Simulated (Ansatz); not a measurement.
Consider the following.

Y5Ge3:
```
CELL_PARAMETERS angstrom
      8.49705     0.00000     0.00000
     -4.24853     7.35867     0.00000
      0.00000     0.00000     6.44041
ATOMIC_POSITIONS crystal
  Y  0.00000 0.75710 0.75000
  Y  0.00000 0.24290 0.25000
  Y  0.24290 0.00000 0.25000
  Y  0.75710 0.00000 0.75000
  Y  0.24290 0.24290 0.75000
  Y  0.75710 0.75710 0.25000
  Y  0.33333 0.66667 0.50000
  Y  0.66667 0.33333 0.50000
  Y  0.66667 0.33333 0.00000
  Y  0.33333 0.66667 0.00000
  Ge 0.39301 0.00000 0.75000
  Ge 0.60699 0.00000 0.25000
  Ge 0.39301 0.39301 0.25000
  Ge 0.60699 0.60699 0.75000
  Ge 0.00000 0.39301 0.75000
  Ge 0.00000 0.60699 0.25000
```

This is the r²SCAN-relaxed structure.

Problem. All from the program Ansatz at the r²SCAN level (PAW), unless another level is named. Estimate the electronic character.

Solution. metallic (no gap).

Problem. Give the formation energy from the elements (no fitted shifts).

Solution. -0.95 eV/atom.

Problem. Next, the density of states at the Fermi level?

Solution. 0.50 states/eV per atom (mean over ±0.08 eV).

Space group P6_3/mcm. The workflow started from a Materials Project entry (that database holds measured and hypothetical structures alike); the Crystallography Open Database copy checked does not list it. Whether it is the stable phase at ambient conditions was not checked. Symmetry was held in the r²SCAN relaxation; whether a distortion lowers the energy is not shown. The run is not spin-polarised. The references are the lowest solids computed at this level, not always the standard phases. Scalar-relativistic: spin–orbit coupling is off unless named, which matters more the heavier the elements.

Potentials: the later of the program's two PAW sets.
